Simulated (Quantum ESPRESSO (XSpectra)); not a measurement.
Quantum ESPRESSO (XSpectra) run for X-ray absorption at the C K edge of WC (P-6m2). Geometry: Materials Project entry mp-1894 (a computed structure). No spin-polarised start was tried. The cell is the entry's, not relaxed again. The ground-state test found no gap over 0.25 eV with this functional, so the cell is neutral with smeared occupations; energies count from the Fermi level. pw.x input:

```
&CONTROL
  calculation = 'scf'
  prefix = 'x'
  pseudo_dir = './pseudo'
  outdir = './out'
/
&SYSTEM
  ibrav = 0
  nat = 32
  ntyp = 3
  ecutwfc = 60
  input_dft = 'PZ'
  occupations = 'smearing'
  smearing = 'mv'
  degauss = 0.02
/
&ELECTRONS
  conv_thr = 3.2e-07
  mixing_beta = 0.4
/
ATOMIC_SPECIES
Ch 12.011 C.lda-tm-gipaw-star1s.UPF
W 183.840 W.upf
C 12.011 C.lda-tm-gipaw.UPF
CELL_PARAMETERS angstrom
   0.000000000   -5.051682041   -5.678880000
   0.000000000   -5.051682041    5.678880000
  -5.833179972   -5.051682041    0.000000000
ATOMIC_POSITIONS crystal
W      0.875000000    0.875000000    0.750000000
W      0.750000000    0.750000000    0.500000000
W      0.625000000    0.125000000    0.750000000
W      0.375000000    0.375000000    0.750000000
W      0.125000000    0.625000000    0.750000000
W      0.875000000    0.375000000    0.250000000
W      0.625000000    0.625000000    0.250000000
W      0.375000000    0.875000000    0.250000000
W      0.500000000    0.000000000    0.500000000
W      0.250000000    0.250000000    0.500000000
W      0.000000000    0.500000000    0.500000000
W      0.750000000    0.250000000    0.000000000
W      0.500000000    0.500000000    0.000000000
W      0.250000000    0.750000000    0.000000000
W      0.125000000    0.125000000    0.250000000
W      0.000000000    0.000000000    0.000000000
Ch     0.791666669    0.041666669    0.499999998
C      0.666666669    0.916666669    0.249999998
C      0.541666669    0.291666669    0.499999998
C      0.291666669    0.541666669    0.499999998
C      0.041666669    0.791666669    0.499999998
C      0.791666669    0.541666669    0.999999998
C      0.541666669    0.791666669    0.999999998
C      0.291666669    0.041666669    0.999999998
C      0.416666669    0.166666669    0.249999998
C      0.166666669    0.416666669    0.249999998
C      0.916666669    0.666666669    0.249999998
C      0.666666669    0.416666669    0.749999998
C      0.416666669    0.666666669    0.749999998
C      0.166666669    0.916666669    0.749999998
C      0.041666669    0.291666669    0.999999998
C      0.916666669    0.166666669    0.749999998
K_POINTS automatic
5 5 5 0 0 0
```

xspectra.x input:

```
&input_xspectra
  calculation = 'xanes_dipole'
  edge = 'K'
  prefix = 'x'
  outdir = './out'
  xonly_plot = .false.
  xiabs = 1
  xcoordcrys = .false.
  xepsilon(1) = 1.0
  xepsilon(2) = 0.0
  xepsilon(3) = 0.0
  xe0 = 20.2033
  xniter = 1500
  xcheck_conv = 50
  xerror = 0.002
  x_save_file = 'x0.sav'
/
&plot
  xnepoint = 451
  xemin = -5.0
  xemax = 40.0
  xgamma = 0.5
  terminator = .true.
  cut_occ_states = .true.
/
&pseudos
  filecore = 'core.wfc'
/
&cut_occ
  cut_desmooth = 0.1
  cut_stepl = 0.01
  cut_ierror = 1e-6
/
5 5 5 1 1 1
```

End of the pw.x output:

```
    13.6395  14.0216  14.1959  14.2918  14.4213  14.5292  14.6491  14.8730
    15.0591  15.1538  15.2414  15.3494  15.3918  15.5095  15.5636  15.6091
    15.6536  15.7810  15.9997  16.0275  16.1030  16.1282  16.1924  16.2794
    16.3122  16.3553  16.4462  16.5247  16.7420  16.7772  16.8648  16.9010
    16.9649  17.1367  17.1696  17.3107  17.4029  17.4579  17.4918  17.5992
    17.9443  18.0555  18.2602  18.2884  18.4129  18.5133  18.6392  18.8808
    18.9681  19.1119  19.2219  19.2338  19.2461  19.2621  20.0408  20.1390
    20.3931  20.9343  21.1132  21.2200  21.4125  21.4396  22.3669  22.4098
    22.4387  22.4534  22.5591  22.9584  23.0202  23.1209  23.2849  23.4772
    23.6427  23.7025  23.7509  23.8745  23.9796  24.2268  24.2436  24.2559
    24.3410  24.3819  24.3992  24.4355  24.5348  24.6233

     the Fermi energy is    20.2033 ev

!    total energy              =   -2621.22539901 Ry
     estimated scf accuracy    <       0.00000025 Ry
     smearing contrib. (-TS)   =       0.00265292 Ry
     internal energy E=F+TS    =   -2621.22805193 Ry

     The total energy is F=E-TS. E is the sum of the following terms:
     one-electron contribution =    -204.50693099 Ry
     hartree contribution      =     283.00918366 Ry
     xc contribution           =    -584.59964452 Ry
     ewald contribution        =   -2115.13066008 Ry

     convergence has been achieved in  14 iterations

     XML data file, charge density, pseudopotentials, collected wavefunctions
```

xspectra.x output, shortened:

```
... Begin STEP 1 ...

        Radial transition matrix element(s) used in the calculation of the
        initial vector of the Lanczos basis (|tilde{phi}_abs> normalized)
        | For PAW proj. (l=1) #1: radial matrix element =   0.209860997
        | For PAW proj. (l=1) #2: radial matrix element =   0.262276669

NB: the    32 k-point are not all listed below because npool=  4
        |-------------------------------------------------------------
        ! k-point #     1:  ( 0.0000, -0.1505,  0.0000),  0.0160,   1
        |-------------------------------------------------------------
 okvan= F
        |   Norm of the initial Lanczos vector: 0.14951240E+00
        !   => CONVERGED at iter    600 with error=  0.00183067
        |-------------------------------------------------------------
        ! k-point #     2:  (-0.2606, -0.1505,  0.0000),  0.0160,   1
        |-------------------------------------------------------------
 okvan= F
        |   Norm of the initial Lanczos vector: 0.14951245E+00
        !   => CONVERGED at iter    650 with error=  0.00177725
        |-------------------------------------------------------------
        ! k-point #     3:  (-0.5212, -0.1505,  0.0000),  0.0160,   1
        |-------------------------------------------------------------
 okvan= F
        |   Norm of the initial Lanczos vector: 0.14951248E+00
        !   => CONVERGED at iter    750 with error=  0.00165422
        |-------------------------------------------------------------

        ...
... Begin STEP 2 ...

     The spectrum is calculated using the following parameters:
        xe0 [eV]:   20.2033
        the occupied states are elimintate from the spectrum
        xemin [eV]:  -5.00
        xemax [eV]:  40.00
        xnepoint:  451
        constant broadening parameter [eV]:    0.500
        Core level energy [eV]:  -284.2
         (from electron binding energy of neutral atoms in X-ray data booklet)

     Cross-section successfully written in xanes.dat

     ... End STEP 2 ...

     xanes        :    727.82s CPU    729.32s WALL (       1 calls)

     -------------------------------------------------------------------------
                                END JOB XSpectra
     -------------------------------------------------------------------------
```

xanes.dat for the field along x, every fifth line (energy in eV, cross section):

```
   -5.000   1.6340e-03
   -4.500   1.8180e-03
   -4.000   2.0400e-03
   -3.500   2.3100e-03
   -3.000   2.6460e-03
   -2.500   3.0730e-03
   -2.000   3.6310e-03
   -1.500   4.3890e-03
   -1.000   5.4780e-03
   -0.500   7.1820e-03
    0.000   1.0180e-02
    0.500   1.5380e-02
    1.000   2.5210e-02
    1.500   4.1520e-02
    2.000   6.4900e-02
    2.500   9.3970e-02
    3.000   1.2530e-01
    3.500   1.2830e-01
    4.000   1.1270e-01
    4.500   1.1850e-01
    5.000   1.1170e-01
    5.500   9.4130e-02
    6.000   7.6130e-02
    6.500   6.3850e-02
    7.000   6.0010e-02
    7.500   5.7750e-02
    8.000   4.9600e-02
    8.500   4.5800e-02
    9.000   4.1280e-02
    9.500   3.7790e-02
   10.000   4.0600e-02
   10.500   4.4440e-02
   11.000   3.9530e-02
   11.500   3.3670e-02
   12.000   3.5800e-02
   12.500   5.0140e-02
   13.000   6.9510e-02
   13.500   6.4550e-02
   14.000   5.5540e-02
   14.500   4.6280e-02
   15.000   4.5250e-02
   15.500   6.0360e-02
   16.000   7.4990e-02
   16.500   7.1260e-02
   17.000   5.8470e-02
   17.500   4.3570e-02
   18.000   3.5470e-02
   18.500   3.2650e-02
   19.000   3.0190e-02
   19.500   2.7660e-02
   20.000   2.6840e-02
   20.500   2.2740e-02
   21.000   1.8190e-02
   21.500   1.5060e-02
   22.000   1.5710e-02
   22.500   2.1710e-02
   23.000   3.1500e-02
   23.500   3.4760e-02
   24.000   3.4270e-02
   24.500   3.1870e-02
   25.000   2.8880e-02
   25.500   2.9140e-02
   26.000   2.7070e-02
   26.500   2.3930e-02
   27.000   2.2660e-02
   27.500   2.4830e-02
   28.000   2.3290e-02
   28.500   2.3850e-02
   29.000   2.8350e-02
   29.500   3.3900e-02
   30.000   4.1120e-02
   30.500   3.9430e-02
   31.000   4.0440e-02
   31.500   4.2370e-02
   32.000   3.8190e-02
   32.500   3.2630e-02
   33.000   2.8280e-02
   33.500   2.6090e-02
   34.000   2.6510e-02
   34.500   2.9770e-02
   35.000   3.7350e-02
   35.500   4.3740e-02
   36.000   4.1330e-02
   36.500   4.2390e-02
   37.000   4.3530e-02
   37.500   4.0150e-02
   38.000   3.5970e-02
   38.500   3.6120e-02
   39.000   3.8960e-02
   39.500   3.9080e-02
   40.000   3.9680e-02
```
